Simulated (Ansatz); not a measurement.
CoSi2:
```xyz
3
Lattice="0.0000 2.6799 2.6799 2.6799 0.0000 2.6799 2.6799 2.6799 0.0000" Properties=species:S:1:pos:R:3 pbc="T T T"
Co     0.0000     0.0000     0.0000
Si     1.3399     1.3399     1.3399
Si     4.0198     4.0198     4.0198
```

Relaxed with PBE. Special points in fractions of this cell's reciprocal vectors: Γ (0.000, 0.000, 0.000); X (0.500, 0.000, 0.500); U (0.625, 0.250, 0.625); K (0.375, 0.375, 0.750); L (0.500, 0.500, 0.500); W (0.500, 0.250, 0.750).

**Question.** List the band energies nearest the Fermi level at these points for PBE (plane waves, PAW; program Ansatz).

**Answer.** In eV from the Fermi level; about four levels below and three above (degenerate sets whole), none deeper than 8.9 eV; points with the same levels are listed once.

| k | below | above |
|---|---|---|
| Γ | -4.06 -4.06 -4.06 -1.88 -1.88 | 0.75 3.44 3.44 3.44 3.44 3.44 3.44 |
| X | -1.93 -1.93 -1.90 -1.30 | 1.61 2.95 8.55 |
| U | -2.20 -1.74 -1.20 -0.94 | 2.00 4.97 5.84 |
| L | -1.60 -1.60 -0.47 -0.47 | 2.69 3.44 3.44 |
| W | -2.28 -2.28 -1.92 -1.43 -0.65 | 3.64 3.64 5.84 |

Space group Fm-3m (fluorite or antifluorite type). Symmetry was held in the PBE relaxation. The workflow began spin-polarised and lost its moments.

Potentials: the later of the program's two PAW sets.
